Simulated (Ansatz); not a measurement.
A 12-atom cell of ZrSi3O8 built on tetragonal HfO2 (relaxed group Pmm2) was put through Ansatz (plane waves). The start is a rough guess from atomic radii.

The cell given to it:
```cif
data_structure
_symmetry_space_group_name_H-M 'P 1'
_symmetry_Int_Tables_number 1
_cell_length_a 3.1289
_cell_length_b 6.2577
_cell_length_c 4.5411
_cell_angle_alpha 90.000
_cell_angle_beta 90.000
_cell_angle_gamma 90.000
_cell_volume 88.91
loop_
_atom_site_label
_atom_site_type_symbol
_atom_site_fract_x
_atom_site_fract_y
_atom_site_fract_z
_atom_site_occupancy
Si1 Si 0.00000 0.00000 0.00000 1
Si2 Si 0.50000 0.25000 0.50000 1
O1 O 0.50000 0.00000 0.69823 1
O2 O 0.50000 0.00000 0.19823 1
O3 O 0.00000 0.25000 0.30177 1
O4 O 0.00000 0.25000 0.80177 1
Zr1 Zr 0.00000 0.50000 0.00000 1
Si3 Si 0.50000 0.75000 0.50000 1
O5 O 0.50000 0.50000 0.69823 1
O6 O 0.50000 0.50000 0.19823 1
O7 O 0.00000 0.75000 0.30177 1
O8 O 0.00000 0.75000 0.80177 1
```

What the program printed (shortened):
```
Crystal: 12 atoms, lattice volume = 88.914 Å³
Basis set: ecut = 420 eV, 1741 PW (Γ)
Bands: 48, of which v1, the nominal top of the filled ones, is band 36 counted from 1 (35 counted from 0)
Symmetry: 4 space group operations
Space group: Pmm2 (ITA 25)
k-points: 60 of 192 (time reversal used)
preconditioner: auto → Resta (q_TF=auto, 2.634 Å⁻¹)  ε∞=4.4  [insulator: Δε(μ)=3.186 eV  σ=0.020 eV  ℏωp=32.9 eV]
SCF 1 converged in 8 iterations: F = -10630.303772 eV  dr2 = 2.15e-8
relax step 1: F+E_penalty+E_count = -10630.30377245 eV  max|allowed force component| = 8.362e0 eV/Å  Δτ_max = 0.0000 Å  P = +78.628 GPa  Ω = 88.914 Å³
SCF 2 converged in 8 iterations: F = -10635.818546 eV  dr2 = 8.95e-7
relax step 2: F+E_penalty+E_count = -10635.81854631 eV  max|allowed force component| = 3.030e0 eV/Å  Δτ_max = 0.1246 Å  P = +24.128 GPa  Ω = 98.367 Å³
SCF 3 converged in 8 iterations: F = -10637.730283 eV  dr2 = 2.58e-7
relax step 3: F+E_penalty+E_count = -10637.73028332 eV  max|allowed force component| = 2.630e0 eV/Å  Δτ_max = 0.1289 Å  P = +3.036 GPa  Ω = 105.068 Å³
SCF 4 converged in 7 iterations: F = -10638.928799 eV  dr2 = 1.31e-7
relax step 4: F+E_penalty+E_count = -10638.92879889 eV  max|allowed force component| = 1.541e0 eV/Å  Δτ_max = 0.1950 Å  P = +0.958 GPa  Ω = 107.808 Å³
SCF 5 converged in 6 iterations: F = -10639.212616 eV  dr2 = 9.11e-7
relax step 5: F+E_penalty+E_count = -10639.21261635 eV  max|allowed force component| = 1.214e0 eV/Å  Δτ_max = 0.1540 Å  P = -0.472 GPa  Ω = 110.660 Å³
SCF 6 converged in 6 iterations: F = -10639.305089 eV  dr2 = 5.00e-7
relax step 6: F+E_penalty+E_count = -10639.30508942 eV  max|allowed force component| = 2.897e-1 eV/Å  Δτ_max = 0.0614 Å  P = -0.460 GPa  Ω = 110.619 Å³
SCF 7 converged in 6 iterations: F = -10639.343423 eV  dr2 = 5.48e-7
relax step 7: F+E_penalty+E_count = -10639.34342302 eV  max|allowed force component| = 2.642e-1 eV/Å  Δτ_max = 0.0335 Å  P = -1.086 GPa  Ω = 110.237 Å³
[…]
relax step 49: F+E_penalty+E_count = -10640.80160683 eV  max|allowed force component| = 1.237e-2 eV/Å  Δτ_max = 0.0060 Å  P = +0.077 GPa  Ω = 129.776 Å³
SCF 50 converged in 6 iterations: F = -10640.800344 eV  dr2 = 1.86e-8
relax step 50: F+E_penalty+E_count = -10640.80034442 eV  max|allowed force component| = 1.109e-2 eV/Å  Δτ_max = 0.0028 Å  P = -0.043 GPa  Ω = 130.053 Å³
SCF 51 converged in 5 iterations: F = -10640.800524 eV  dr2 = 8.74e-9
relax step 51: F+E_penalty+E_count = -10640.80052360 eV  max|allowed force component| = 3.415e-3 eV/Å  Δτ_max = 0.0004 Å  P = +0.000 GPa  Ω = 130.018 Å³
SCF 52 converged in 6 iterations: F = -10640.804181 eV  dr2 = 5.08e-11
relax step 52: F+E_penalty+E_count = -10640.80418060 eV  max|allowed force component| = 3.401e-3 eV/Å  Δτ_max = 0.0000 Å  P = +0.012 GPa  Ω = 130.018 Å³  (SCF on a basis re-selected at this cell)
SCF 53 converged in 7 iterations: F = -10640.803138 eV  dr2 = 1.88e-9
relax step 53: F+E_penalty+E_count = -10640.80313806 eV  max|allowed force component| = 2.887e-3 eV/Å  Δτ_max = 0.0032 Å  P = +0.008 GPa  Ω = 130.256 Å³
SCF 54 converged in 6 iterations: F = -10640.804255 eV  dr2 = 4.37e-11
relax step 54: F+E_penalty+E_count = -10640.80425518 eV  max|allowed force component| = 2.851e-3 eV/Å  Δτ_max = 0.0000 Å  P = +0.012 GPa  Ω = 130.256 Å³  (SCF on a basis re-selected at this cell)
Free energy (F): -10640.804255 eV
Fermi energy:    8.648274 eV
--- Per-component energies (eV) ---
  E_band       = -206.038501
  E_kinetic    = 1892.944920
  E_local      = -4389.807978
  E_nonlocal   = 525.506340
  E_hartree    = 1618.318552
  E_xc         = -925.325719
  E_vxc        = -1095.725490
  E_paw        = -5758.530624
  E_vpaw       = -375.613113
  E_ewald      = -3603.929596
--- Forces (eV/Å), atoms counted from 1 ---
  atom   1  Si      0.00000      0.00000    -0.00101
  atom   2  Si      0.00000      0.00004      0.00285
  atom   3  O       0.00000      0.00000    -0.00102
  atom   4  O       0.00000      0.00000      0.00039
  atom   5  O       0.00000      0.00063    -0.00179
  atom   6  O       0.00000      0.00039    -0.00033
  atom   7  Zr      0.00000      0.00000      0.00227
  atom   8  Si      0.00000    -0.00004      0.00285
  atom   9  O       0.00000      0.00000    -0.00110
  atom  10  O       0.00000      0.00000    -0.00099
  atom  11  O       0.00000    -0.00063    -0.00179
  atom  12  O       0.00000    -0.00039    -0.00033
--- Stress (GPa, compression-positive) ---
        0.008021       0.000000       0.000000
        0.000000      -0.006194       0.000000
        0.000000       0.000000       0.033429
  P = ⅓ Tr σ = 0.0118 GPa (0.118 kbar)
--- Relaxed structure (47 steps of the walk, 44 accepted, 7 SCFs on fresh bases) ---
  F+E_penalty+E_count = -10640.80425518 eV   max|allowed force component| = 2.851e-3 eV/Å
  cell:  # Å, volume = 130.2561 Å³
    - [3.552141, 0.000000, 0.000000]
    - [0.000000, 5.772386, 0.000000]
    - [0.000000, 0.000000, 6.352615]
  atoms:
    - { symbol: Si, position: [0.000000, 0.000000, 0.095632] }
    - { symbol: Si, position: [0.500000, 0.247003, 0.424222] }
    - { symbol: O, position: [0.500000, 0.000000, 0.564732] }
    - { symbol: O, position: [0.500000, 0.000000, 0.174979] }
    - { symbol: O, position: [0.000000, 0.232092, 0.333426] }
    - { symbol: O, position: [0.000000, 0.207115, 0.913707] }
    - { symbol: Zr, position: [0.000000, 0.500000, 0.049229] }
    - { symbol: Si, position: [0.500000, 0.752997, 0.424222] }
    - { symbol: O, position: [0.500000, 0.500000, 0.570933] }
    - { symbol: O, position: [0.500000, 0.500000, 0.201784] }
    - { symbol: O, position: [0.000000, 0.767908, 0.333426] }
    - { symbol: O, position: [0.000000, 0.792885, 0.913707] }
```

Question: Which of these blocks stood in the input: relax, gw, phonons, dielectric, magnetization (spin_orbit)?

Answer: relax. The relax steps with a changing cell volume need the relax block with cell.

Question: Which k mesh was typed?

Answer: 8×4×6, Γ-centred. Other answers can fit too; this one was computed.

Question: How were the bands filled?

Answer: With smearing of width σ = 0.02 eV (Fermi-Dirac in this run).

Question: Which functional?

Answer: PBE. The lines shown narrow the functional down without fixing it; this is the one that was run.

It took 2.1 min on 1 × NVIDIA H100 80GB HBM3 with 2 threads of AMD EPYC 7R13 Processor (Zen 3) (shared host); peak host memory 1.3 GiB.

(Calculated; spin-unpolarised; the phase may be known or hypothetical.)
